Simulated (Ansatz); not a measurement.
## Ca3PbO: a vibration from a frozen displacement

Level of theory: DFT PBEsol, scalar-relativistic, plane waves, PAW in Ansatz. Settings: plane waves to 420 eV, k-mesh 10×10×10 (Γ-centred), Gaussian smearing 0.15 eV. Spin–orbit coupling is left out, which matters for the heavy elements here. No spin polarisation. Energies are free energies at this smearing, counted from the undisturbed cell; pressure is positive in compression.

The starting cell (as given, not relaxed at this level; it stands at -1.6 GPa, and it needn't be the usual structure):

```yaml
crystal:
  lattice:
    - [4.84700, 0.00000, 0.00000]
    - [0.00000, 4.84700, 0.00000]
    - [0.00000, 0.00000, 4.84700]
  atoms:
    - { symbol: Ca, position: [0.00000, 0.50000, 0.50000] }
    - { symbol: Ca, position: [0.50000, 0.00000, 0.50000] }
    - { symbol: Ca, position: [0.50000, 0.50000, 0.00000] }
    - { symbol: Pb, position: [0.00000, 0.00000, 0.00000] }
    - { symbol: O, position: [0.50000, 0.50000, 0.50000] }
```

Every Ca atom is moved by x along the Cartesian unit vector (-1.000, 0.000, 0.000); the cell and all other atoms stay fixed. The cell's volume is 113.87 Å³; the moved atoms weigh 120.234 u together and the others 223.199 u. Some rows repeat others by symmetry and weren't run.

```csv
x (Å),ΔE (meV/cell),total force on the moved atoms along the move (eV/Å),pressure (GPa)
-0.1000,25.59,0.5222,-1.4022
-0.0875,19.50,0.4527,-1.4427
-0.0750,14.26,0.3848,-1.4777
-0.0625,9.87,0.3183,-1.5073
-0.0500,6.30,0.2532,-1.5314
-0.0375,3.53,0.1891,-1.5501
-0.0250,1.57,0.1256,-1.5635
0.0000,0.00,0.0000,-1.5742
0.0250,1.57,-0.1256,-1.5635
0.0375,3.53,-0.1891,-1.5501
0.0500,6.30,-0.2532,-1.5314
0.0625,9.87,-0.3183,-1.5073
0.0750,14.26,-0.3848,-1.4777
0.0875,19.50,-0.4527,-1.4427
0.1000,25.59,-0.5222,-1.4022
```

**Question.** What frequency belongs to this motion?

**Answer.** The force constant is k = −dF/dx = 5.024 eV/Å², from the parabola through x = -0.0250, 0 and 0.0250. In every cell the moved atoms swing against the rest, so the mass is μ = m₁m₂/(m₁ + m₂) = 78.141 u, and ν̃ = 521.5 cm⁻¹ × √(|k|/μ) = 132 cm⁻¹, at this cell's pressure of -1.6 GPa. The pattern needn't be a normal mode: ν̃² is then a weighted mean of the squared nonzero frequencies at the zone centre of this cell, so it lies between the lowest and the highest of them.

**Question.** How far does the harmonic law reach?

**Answer.** At x = -0.100 Å, kx²/2 = 25.12 meV against the computed 25.59 meV (+1.9 %): the well is still close to harmonic there.

**Question.** The pressure changes with x². What does that say about the frequency under compression?

**Answer.** With E = k(V)x²/2, k ∝ V^(−2γ) and x scaling with the cell as V^(1/3), P − P0 = −∂E/∂V = (2γ − 2/3) ΔE/V. At x = 0.0375 Å, V(P − P0) = 113.87 × 0.02405 / 160.2 eV = 17.09 meV and ΔE = 3.53 meV, so γ = 1/3 + V(P − P0)/(2ΔE) = 2.75. This is the Grüneisen parameter of the motion under uniform scaling of the cell: shrinking the cell evenly by 1 % in volume raises the frequency by about 2.75 %.

No gap shows at this level, though a semilocal functional can close a small gap that the real compound has; without a gap these slopes depend on the k mesh and the smearing.